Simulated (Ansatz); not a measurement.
InSb (zinc blende)

```
InSb
1.0
    0.00000     3.31730     3.31730
    3.31730     0.00000     3.31730
    3.31730     3.31730     0.00000
Sb In
1 1
Direct
  0.75000   0.75000   0.75000
  0.00000   0.00000   0.00000
```

The slice is a {110} plane (indices of the conventional cell) through the point (0.750, 0.750, 0.750) (fractional), spanned by u = [100] and v = [1 -1 -1] in vectors of this cell: u (4.69 Å) and v (6.63 Å, at 90° to u). It covers one period; positions are fractions (u, v).

All values below come from PBE (plane waves to 420 eV, PAW, scalar-relativistic; Ansatz, a quantum-chemistry and plane-wave program). k mesh 12×12×12. Inside the PAW spheres the values are not all-electron values, and peaks at nuclei hang on which shells count as valence. At this level the bands of InSb touch or barely overlap; measurements give the solid a gap. InSb was relaxed with its symmetry unable to fall. Spin-orbit coupling is left out, though Sb is heavy.

What is the valence density on the shortest Sb–In line in this plane (2.87 Å), at its minimum between the atoms?

0.32 e/Å³.

The ELF has a maximum in the middle third of the Sb–In line. Where, and how high?

0.67, 1.4 Å from Sb.

What is the ELF at the density minimum of the shortest Sb–In line in this plane (2.87 Å)?

0.5.

Predict the map of the electron localisation function (ELF) on the slice.


```
v \ u  0.00  0.12  0.24  0.35  0.47  0.59  0.71  0.82  0.94
-----  ----  ----  ----  ----  ----  ----  ----  ----  ----
0.88   0.32  0.41  0.66  0.23  0.27  0.26  0.41  0.57  0.35
0.75   0.45  0.46  0.26  0.21     x     x  0.26  0.39  0.46
0.62   0.03  0.08  0.23  0.25  0.27  0.28  0.24  0.16  0.04
0.50   0.01  0.01  0.06  0.16  0.21  0.19  0.11  0.03  0.01
0.38   0.03  0.02  0.01  0.02  0.03  0.02  0.02  0.02  0.03
0.25   0.45  0.37  0.15  0.02  0.01  0.01  0.06  0.26  0.43
0.12   0.32  0.38  0.51  0.23  0.03  0.08  0.42  0.44  0.35
0.00      x  0.09  0.45  0.51  0.23  0.32  0.61  0.33     x
```

Values: electron localisation function (ELF). Points within 0.5 Å of a nucleus are blanked (x), as the pseudised field means little there.
